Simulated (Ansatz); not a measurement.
KTaO3:
```xyz
5
Lattice="3.9901 0.0000 0.0000 0.0000 3.9901 0.0000 0.0000 0.0000 3.9901" Properties=species:S:1:pos:R:3 pbc="T T T"
K      0.0000     0.0000     0.0000
Ta     1.9951     1.9951     1.9951
O      0.0000     1.9951     1.9951
O      1.9951     1.9951     0.0000
O      1.9951     0.0000     1.9951
```

Relaxed with r²SCAN. Special points in fractions of this cell's reciprocal vectors: Γ (0.000, 0.000, 0.000); X (0.000, 0.500, 0.000); M (0.500, 0.500, 0.000); R (0.500, 0.500, 0.500).

Task: List the band energies nearest the valence-band maximum at these points for the program Ansatz at the r²SCAN level (PAW).

Result: In eV from the valence-band maximum; about four levels below and three above (degenerate sets whole), none deeper than 8.9 eV; points with the same levels are listed once.

```tsv
k	below	above
Γ	-1.08 -1.08 -1.08 -0.64 -0.64 -0.64	2.63 2.63 2.63
X	-2.14 -1.53 -0.87 -0.87	2.78 5.44 5.44
M	-1.71 -1.45 -1.45 -0.04	5.48 5.48 6.79
R	-3.93 -3.93 -3.93 0.00 0.00 0.00	6.92 6.92 6.92
```

Space group Pm-3m (cubic perovskite). Symmetry was held in the r²SCAN relaxation; phonons on a q-mesh show weakly imaginary modes. No spin polarisation was allowed. Scalar-relativistic: spin–orbit coupling is off unless named, which matters more the heavier the elements.

Potentials: the later of the program's two PAW sets.
